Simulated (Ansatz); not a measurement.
**Eigenvalues along a path: TiB₂**

```
Ti B
1.0
     3.03625    0.00000    0.00000
    -1.51813    2.62947    0.00000
     0.00000    0.00000    3.21342
Ti B
1 2
Direct
  0.00000 0.00000 0.00000
  0.33333 0.66667 0.50000
  0.66667 0.33333 0.50000
```

The base volume is that of a database entry, with shape and atoms relaxed on PAW files at held volume, so it needn't be at zero pressure; the structure needn't be the stable phase, at rest or compressed.

All numbers are PBEsol results (scalar-relativistic) from Ansatz 0.2.0, with a Γ-centred 14×14×11 k mesh, Fermi–Dirac smearing of 0.05 eV, no spin polarisation. Methods: LAPW: all electrons, basis error target 1 meV/atom.

Path points, in fractions of the reciprocal vectors: Γ (0.000, 0.000, 0.000), M (0.500, 0.000, 0.000), K (0.333, 0.333, 0.000), A (0.000, 0.000, 0.500), L (0.500, 0.000, 0.500), H (0.333, 0.333, 0.500). Levels in eV from the Fermi level; bands 10 to 16, counted from the lowest band of the run. The gap is zero, the pressure -5.44 GPa.

```
# k(1/Å) point b10 b11 b12 b13 b14 b15 b16
0.000 Γ -13.49 -2.67 -2.67 -2.25 -2.15 1.89 1.89
0.171 - -13.39 -2.95 -2.68 -2.33 -2.10 1.86 2.06
0.341 - -13.10 -3.70 -2.74 -2.54 -1.98 1.78 2.52
0.512 - -12.63 -4.73 -2.84 -2.77 -1.89 1.66 2.16
0.683 - -11.99 -5.88 -2.99 -2.96 -1.93 1.54 2.14
0.853 - -11.21 -7.05 -3.14 -3.10 -2.09 1.43 2.51
1.024 - -10.31 -8.20 -3.25 -3.17 -2.26 1.36 2.67
1.195 M -9.39 -9.21 -3.29 -3.20 -2.32 1.34 2.72
1.293 - -9.35 -9.20 -3.66 -3.17 -1.97 1.11 2.67
1.392 - -9.25 -9.14 -4.31 -3.08 -1.39 0.61 2.51
1.490 - -9.08 -9.05 -5.01 -2.94 -0.79 0.06 2.28
1.589 - -8.92 -8.86 -5.73 -2.74 -0.49 -0.19 2.03
1.687 - -8.76 -8.59 -6.43 -2.49 -0.99 0.40 1.78
1.786 - -8.55 -8.33 -7.06 -2.19 -1.45 0.96 1.55
1.885 K -8.31 -8.31 -7.38 -1.85 -1.85 1.36 1.36
2.082 - -9.36 -7.70 -6.72 -2.45 -1.04 0.85 1.13
2.279 - -10.51 -6.94 -5.70 -2.81 -0.16 0.04 1.12
2.476 - -11.52 -6.01 -4.62 -2.92 -0.72 0.67 1.34
2.673 - -12.35 -4.97 -3.64 -2.83 -1.36 1.31 1.79
2.870 - -12.97 -3.91 -2.97 -2.60 -1.83 1.68 2.43
3.067 - -13.36 -3.03 -2.70 -2.36 -2.08 1.85 2.12
3.264 Γ -13.49 -2.67 -2.67 -2.25 -2.15 1.89 1.89
3.404 - -13.42 -3.11 -2.61 -2.61 -1.36 1.70 1.70
3.543 - -13.22 -4.07 -2.45 -2.45 -0.60 1.27 1.27
3.683 - -12.90 -5.05 -2.18 -2.18 0.09 0.79 0.79
3.823 - -12.49 -5.97 -1.82 -1.82 0.36 0.36 0.71
3.962 - -12.05 -6.79 -1.37 -1.37 0.02 0.02 1.22
4.102 - -11.67 -7.40 -0.88 -0.88 -0.18 -0.18 0.77
4.242 A -11.51 -7.63 -0.57 -0.57 -0.25 -0.25 0.41
4.412 - -11.46 -7.51 -1.60 -1.48 0.18 0.51 0.63
4.583 - -11.32 -7.14 -2.85 -2.42 -0.40 0.78 1.48
4.754 - -11.09 -6.55 -4.11 -3.22 -1.10 1.21 2.00
4.925 - -10.76 -5.82 -5.30 -3.85 -1.77 1.75 2.18
5.095 - -10.36 -6.35 -5.02 -4.31 -2.36 2.30 2.35
5.266 - -9.95 -7.17 -4.59 -4.28 -2.86 2.48 2.74
5.437 L -9.74 -7.52 -4.69 -3.87 -3.17 2.52 2.91
5.535 - -9.71 -7.53 -4.74 -3.83 -3.17 2.52 2.95
5.634 - -9.64 -7.57 -4.90 -3.74 -3.19 2.52 3.06
5.732 - -9.52 -7.65 -5.13 -3.61 -3.21 2.53 3.24
5.831 - -9.35 -7.79 -5.36 -3.45 -3.23 2.53 3.48
5.929 - -9.14 -7.98 -5.55 -3.30 -3.24 2.53 3.77
6.028 - -8.87 -8.25 -5.67 -3.23 -3.20 2.53 4.12
6.126 H -8.56 -8.56 -5.71 -3.20 -3.20 2.53 4.29
6.323 - -9.26 -7.80 -5.57 -3.55 -3.02 2.52 3.71
6.521 - -9.93 -6.86 -5.18 -4.33 -2.67 2.40 2.98
6.718 - -10.50 -5.76 -5.29 -4.58 -2.13 2.06 2.41
6.915 - -10.95 -6.22 -4.51 -3.77 -1.42 1.45 2.11
7.112 - -11.26 -6.97 -3.16 -2.79 -0.61 0.90 1.76
7.309 - -11.45 -7.47 -1.77 -1.66 0.10 0.54 0.79
7.506 A -11.51 -7.63 -0.57 -0.57 -0.25 -0.25 0.41
```
